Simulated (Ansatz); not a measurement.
An Ansatz (a first-principles code) input:

Ansatz 0.2 input:
```yaml
crystal:
  lattice:
    - [0.0, 3.0304709655, 3.0304709655]
    - [3.0304709655, 0.0, 3.0304709655]
    - [3.0304709655, 3.0304709655, 0.0]
  atoms:
    - { symbol: Al, position: [0.25, 0.25, 0.25] }
    - { symbol: Al, position: [0.75, 0.75, 0.75] }
    - { symbol: Au, position: [0.0, 0.0, 0.0] }
kpoints:
  mp_grid: { grid: [9, 9, 9] }
  band_path:
    path:
      - [[0.0, 0.0, 0.0], [0.5, 0.0, 0.5], [0.625, 0.25, 0.625]]  # Γ-X-U
      - [[0.375, 0.375, 0.75], [0.0, 0.0, 0.0], [0.5, 0.5, 0.5], [0.5, 0.25, 0.75], [0.5, 0.0, 0.5]]  # K-Γ-L-W-X
    npoints: 12
basis: { xc_grid: 2 }
hamiltonian:
  xc: pbe
  pseudopotentials: { kind: paw }
magnetization: { noncollinear: true, spin_orbit: true }
scf:
  n_extra_bands: 13
  convergence: { dr2_threshold: 0.0000000001 }
  occupations: { method: gaussian, width: 0.05 }
output: { eigenvalues: true }
```

Task: How many symmetry operations and irreducible k-points will the run report?

Result: 48 operations, 35 of 729 k-points.

Task: With a cutoff of 420 eV, how many plane waves at Γ?

Result: 1067.

It took roughly 29 core-seconds on shared server cores.

Space group Fm-3m (fluorite or antifluorite type). The PBE relaxation kept the symmetry of its start.

Potentials: the later of the program's two PAW sets.

Ansatz is a plane-wave DFT program.
